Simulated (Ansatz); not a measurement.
CuI:
```
CuI
1.0
    0.00000     3.01145     3.01145
    3.01145     0.00000     3.01145
    3.01145     3.01145     0.00000
I Cu
1 1
Direct
  0.75000   0.75000   0.75000
  0.00000   0.00000   0.00000
```

Relaxed with r²SCAN. Special points in fractions of this cell's reciprocal vectors: Γ (0.000, 0.000, 0.000); X (0.500, 0.000, 0.500); U (0.625, 0.250, 0.625); K (0.375, 0.375, 0.750); L (0.500, 0.500, 0.500); W (0.500, 0.250, 0.750).

Problem. List the band energies nearest the valence-band maximum at these points for DFT-r²SCAN with spin–orbit coupling in the program Ansatz with PAW potentials.

Solution. In eV from the valence-band maximum; about four levels below and three above (degenerate sets whole), none deeper than 8.9 eV; points with the same levels are listed once.

| k | below | above |
|---|---|---|
| Γ | 0.00 0.00 0.00 0.00 | 1.52 1.52 5.04 5.04 |
| X | -1.75 -1.75 -1.62 -1.62 | 2.75 2.75 3.02 3.02 |
| U | -1.80 -1.62 -1.47 -1.39 | 3.21 3.21 4.72 |
| L | -0.94 -0.94 -0.83 -0.83 | 2.42 2.42 5.59 5.59 |
| W | -1.79 -1.78 -1.48 -1.39 | 4.51 4.72 4.85 |

Space group F-43m (zinc blende). Symmetry was held in the r²SCAN relaxation. The run is not spin-polarised.

Potentials: the later of the program's two PAW sets.
